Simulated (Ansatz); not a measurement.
The elements of this relaxed trial crystal are hidden behind letters.

```
lattice vectors (Å)
   1.9121   -6.3880    0.0000
   1.9121    6.3880    0.0000
   0.0000    0.0000    3.8070
fractional positions
X 0.5000 0.5000 0.0000
Z 0.0893 0.9107 0.5000
Z 0.9107 0.0893 0.5000
Z 0.1937 0.8063 0.0000
Z 0.8063 0.1937 0.0000
```

These are results of Ansatz 0.2.0, DFT PBE, scalar-relativistic, plane waves, PAW, not measurements. Plane waves to 420 eV, a 10×10×10 mesh through Γ for the 5-atom cell and 0.10 eV Gaussian smearing; no spin polarisation.

```
Space group                                 : Cmmm (No. 65)
Conventional cell                           : a = 3.824 Å, b = 12.776 Å, c = 3.807 Å
Volume per atom                             : 18.60 Å³
Density                                     : 2.13 g/cm³
Formation energy                            : +0.12 eV/atom
Gap on the 10×10×10 mesh of the 5-atom cell : 0 eV (a metal)
```

Energies are uncorrected and count from the elements' standard states at the same level.

Question: X is an s-block element of period 2 and Z is a p-block element of period 3. Which elements are they?

Answer: X = Li, Z = Si, so the formula is LiSi4. Density times volume gives a mean mass of 2.13 × 18.60/1.6605 = 23.9 u per atom, and this set has 23.9 u. Among the elements that the hints allow, noble gases aside, only these give it. Around Li lie 8 Si at 2.93 Å and 4 Si at 3.13 Å; around Si on its first site lie 3 Si at 2.28–2.32 Å and 4 Li at 2.93 Å; Si on its second site is surrounded by 4 Si at 2.32–2.39 Å and 2 Li at 3.13 Å.

The cell is a metal run without spin; a magnetic state may lie lower. Symmetry constrained the relaxation, so the result can be a saddle point.
